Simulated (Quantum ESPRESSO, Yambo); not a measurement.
Quasiparticle gap of WO$_{3}$

Space group Pmma (No. 51); a = 7.7203 Å, b = 3.8597 Å, c = 3.8668 Å, α = β = γ = 90.00°

```tsv
atom	site	symmetry	x	y	z
O	2f	mm2	0.2500	0.5000	0.0103
O	2e	mm2	0.2500	0.0000	0.5034
O	2a	.2/m.	0.0000	0.0000	0.0000
W	2e	mm2	0.7500	0.0000	0.0108
```

The geometry is that of Materials Project entry mp-715923, symmetrised and not relaxed again.

Starting point: norm-conserving PBEsol (Quantum ESPRESSO, 84 Ry, no spin-orbit coupling). G0W0 in Yambo: 2×4×4 Γ-centred k mesh, bands 3 to 177 and a 7 Ry block in the screening, 177 bands in G with the Bruneval-Gonze terminator, plasmon pole fitted at 27.2 eV.

```yaml
PBEsol gap along the band path: 0.54 eV
PBEsol gap between the mesh's edge points ((0, -0.5, -0.5) → Γ): 0.54 eV
G0W0 gap between the same points: 1.35 eV
PBEsol smallest direct gap on the mesh (at (0, 0, -0.5)): 0.62 eV
G0W0 direct gap at that point: 1.46 eV
```

| k point | band | E PBEsol (eV) | E QP (eV) | shift (eV) | Z |
|---|---|---|---|---|---|
| Γ | VB | -1.04 | -1.16 | -0.11 | 0.76 |
| Γ | CB | 0.54 | 1.33 | 0.80 | 0.80 |
| (0, 0, -0.5) | VB | -0.04 | -0.07 | -0.03 | 0.75 |
| (0, 0, -0.5) | CB | 0.59 | 1.39 | 0.81 | 0.80 |
| (0, -0.5, 0) | VB | -0.01 | -0.03 | -0.02 | 0.75 |
| (0, -0.5, 0) | CB | 0.65 | 1.46 | 0.82 | 0.80 |
| (0, -0.5, -0.5) | VB | 0.00 | -0.02 | -0.02 | 0.75 |
| (0, -0.5, -0.5) | CB | 3.84 | 4.81 | 0.96 | 0.74 |
| (-0.5, 0, -0.5) | VB | -0.56 | -0.65 | -0.09 | 0.75 |
| (-0.5, 0, -0.5) | CB | 2.47 | 3.35 | 0.88 | 0.79 |
| (-0.5, -0.5, 0) | VB | -0.55 | -0.63 | -0.08 | 0.75 |
| (-0.5, -0.5, 0) | CB | 2.50 | 3.39 | 0.89 | 0.78 |
| (-0.5, -0.5, -0.5) | VB | -0.03 | -0.05 | -0.02 | 0.75 |
| (-0.5, -0.5, -0.5) | CB | 4.35 | 5.38 | 1.03 | 0.77 |

Energies count from the PBEsol valence-band maximum.

Nearest settings tried, and what they do to the gap: 75 bands in G: +35 meV; 89 bands in W: +117 meV; 3 Ry block (65 vectors against 245): +248 meV. Not varied: mesh. So the settings aren't converged at that level.

Without spin-orbit coupling, band edges of such heavy elements can be off by tenths of an eV.

The structure is a Materials Project entry; no match was found in the copy of COD used, and its stability was not checked.
